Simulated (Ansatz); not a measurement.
Molecular dynamics of Ba2CeSnO6

Method: PBEsol, scalar-relativistic; no spin polarisation; PAW, 420 eV, 3×3×3 k-mesh, Gaussian smearing of 0.05 eV; code Ansatz; PAW files: Ansatz's generated set soft_2.

The chain of runs began from a structure of the Materials Project database, expanded in volume; all values here are this work's own. Such entries can be computed or ordered models and not known phases.

A 1×1×1 supercell of the relaxed crystal (10 atoms) starts from its ideal positions with Maxwell–Boltzmann velocities for 600 K; NVE (no thermostat), time step 3.0 fs.

```yaml
crystal:
  lattice:
    - [0.0, 4.266997803, 4.266997803]
    - [4.266997803, 0.0, 4.266997803]
    - [4.266997803, 4.266997803, 0.0]
  atoms:
    - { symbol: Ba, position: [0.25, 0.25, 0.25] }
    - { symbol: Ba, position: [0.75, 0.75, 0.75] }
    - { symbol: Ce, position: [0.0, 0.0, 1.0] }
    - { symbol: O, position: [0.7420170826, 0.2579829174, 0.2579829174] }
    - { symbol: O, position: [0.2579829174, 0.7420170826, 0.7420170826] }
    - { symbol: O, position: [0.2579829174, 0.7420170826, 0.2579829174] }
    - { symbol: O, position: [0.7420170826, 0.2579829174, 0.7420170826] }
    - { symbol: O, position: [0.2579829174, 0.2579829174, 0.7420170826] }
    - { symbol: O, position: [0.7420170826, 0.7420170826, 0.2579829174] }
    - { symbol: Sn, position: [0.5, 0.5, 0.5] }
basis:
  ecutwfc: 420
  ecutrho_ratio: 4
kpoints:
  mp_grid: { grid: [3, 3, 3] }
hamiltonian:
  xc: pbesol
scf:
  occupations: { method: gaussian, width: 0.05 }
output:
  forces: true
  stress: true
  eigenvalues: true
md:
  timestep: 3.0
  n_steps: 40
  ensemble: nve
  temperature: 600
  initial_velocities: maxwell_boltzmann
  seed: 26481
```

Launched as:
```sh
ansatz run input.yaml --threads 8 --pin off --max-ram 12288MiB --backend cpu --events-out ev --progress --plain --runs-dir out
```

Q: How do temperature, potential energy and pressure develop over the first steps?

A: Kinetic energy flows into the lattice: the temperature goes from 600 K to a minimum of 202 K at 78 fs and stands at 397 K after 120 fs, with the potential energy 24 meV/atom over the start. All atoms start at the bottom of their wells, so equipartition hands about half of the kinetic energy to the potential: the mean over the second half of the steps is 303 K against 300 K for an even split. The run is far too short for thermal averages. The temperature counts 3N − 3 degrees of freedom, and the pressure holds the kinetic part.

```tsv
t (fs)	T (K)	E_pot − E_pot(0) (meV/atom)	P (GPa)	rms shift (Å)	drift of the conserved energy (meV/atom)
0.0	600	0.0	0.54	0.000	0.00
12.0	437	19.3	0.87	0.078	0.40
24.0	403	23.0	0.69	0.138	0.11
36.0	322	32.7	0.79	0.198	0.35
48.0	368	27.2	0.57	0.252	0.17
60.0	357	28.4	0.33	0.302	0.18
72.0	255	40.5	0.51	0.336	0.26
84.0	223	44.2	0.41	0.343	0.33
96.0	334	31.1	-0.08	0.322	0.11
108.0	315	33.5	0.09	0.289	0.33
120.0	397	23.8	0.17	0.248	0.17
```

Q: At t = 78.0 fs the atoms stand as follows. Give the forces (eV/Å).
```xyz
10
Lattice="0.000 4.267 4.267 4.267 0.000 4.267 4.267 4.267 0.000" Properties=species:S:1:pos:R:3 pbc="T T T"
Ba    2.126    2.231    1.987
Ba    6.351    6.482    6.411
Ce    4.294    4.212    0.071
O     2.223    4.346    4.133
O     6.437    3.987    4.521
O     4.079    2.055    3.959
O     4.410    6.235    4.794
O     4.418    4.606    2.246
O     4.178    3.681    6.360
Sn    4.283    4.218    4.285
```

A: 
```
atom     Fx     Fy     Fz
 Ba1   0.03  -0.93   1.15
 Ba2   0.42  -0.66   0.28
 Ce3   0.37  -0.01  -0.99
  O4   0.05   0.01   0.16
  O5  -1.37   0.42  -0.82
  O6   0.37   1.13  -0.08
  O7  -0.13  -0.04  -0.54
  O8   0.23  -0.42   0.48
  O9   0.03   0.77  -0.21
Sn10   0.00  -0.27   0.57
```

Scalar-relativistic only: spin–orbit splittings of the heavy atoms' levels are missing.
